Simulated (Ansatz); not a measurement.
**PbF2: relaxed-ion elastic tensor**

All numbers below come from Ansatz 0.2.0, DFT PBE, scalar-relativistic, plane waves, PAW. Plane waves to 420 eV; Γ-centred k mesh 8×8×8; fixed occupations. No spin polarisation.

The cell is fixed (symmetry leaves no force on the atoms) and stands under 0.2 GPa:
```
Pb F
1.0
     0.00000    2.99710    2.99710
     2.99710    0.00000    2.99710
     2.99710    2.99710    0.00000
Pb F
1 2
Direct
  0.00000 0.00000 0.00000
  0.25000 0.25000 0.25000
  0.75000 0.75000 0.75000
```

The cell is the ideal cubic fluorite prototype; whether it is the stable structure of this composition wasn't checked. Spin–orbit coupling is left out, which can shift energies with elements as heavy as these.

(1) Give the relaxed-ion elastic constants (GPa, Voigt order xx yy zz yz xz xy, on the axes of the cell above).

(2) Is the crystal stable against homogeneous strain?

(3) And the moduli of a polycrystal (Hill averages)?

## Answers

(1)
C11 = 103.2, C12 = 49.8, C13 = 49.8, C22 = 103.2, C23 = 49.8, C33 = 103.2, C44 = 20.3, C55 = 20.3, C66 = 20.3 GPa; the others vanish.

(2) Yes: the least eigenvalue of the tensor is 20.3 GPa.

(3) B = 68 GPa, G = 23 GPa, E = 61 GPa, ν = 0.35.